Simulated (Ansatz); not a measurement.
Input:

Relaxed NaCl (rock salt):

```xyz
4
Lattice="0.0000 5.6955 5.6955 2.8478 0.0000 2.8478 2.8478 2.8478 0.0000" Properties=species:S:1:pos:R:3 pbc="T T T"
Cl     0.0000     0.0000     0.0000
Cl     2.8478     2.8478     5.6955
Na     2.8478     2.8478     2.8478
Na     2.8478     5.6955     5.6955
```

The atoms are displaced by Q × the pattern below (from a DFPT mode at L = (0.5, 0.0, 0.0), largest move 1; Q in Å), at fixed cell. It is one choice among 2 degenerate patterns. (q is in reciprocal vectors of the primitive cell; the cell shown is doubled to hold the pattern.)

```tsv
atom	x	y	z
Cl1	0.285	-0.520	0.805
Cl2	-0.285	0.520	-0.805
```

Atoms not listed stay in place.

Method: PBE (plane waves to 420 eV, PAW, scalar-relativistic; Ansatz, an electronic-structure program). k mesh 5×10×10 (Γ-centred), Fermi-Dirac smearing 0.05 eV. Energies are smeared free energies. NaCl was relaxed with its symmetry unable to fall. The zero of ΔE is the undisplaced structure.

The scan covers Q from -0.100 to 0.100 Å in 13 points.

**Question.** Which space group does the distorted structure have?

**Answer.** P-1 (No. 2), lowered from Fm-3m.

**Question.** Is this a single well or a double well?

**Answer.** A single well with its minimum at or next to zero displacement.

**Question.** What is the energy change at Q = 0.100 Å?

**Answer.** 14.9 meV/cell.

**Question.** What harmonic wavenumber does the curvature at Q = 0 give?

**Answer.** 107 cm⁻¹.

(A displaced cell: forces are minus the slopes of the energy, force constants its curvatures, and phonons follow from these.)
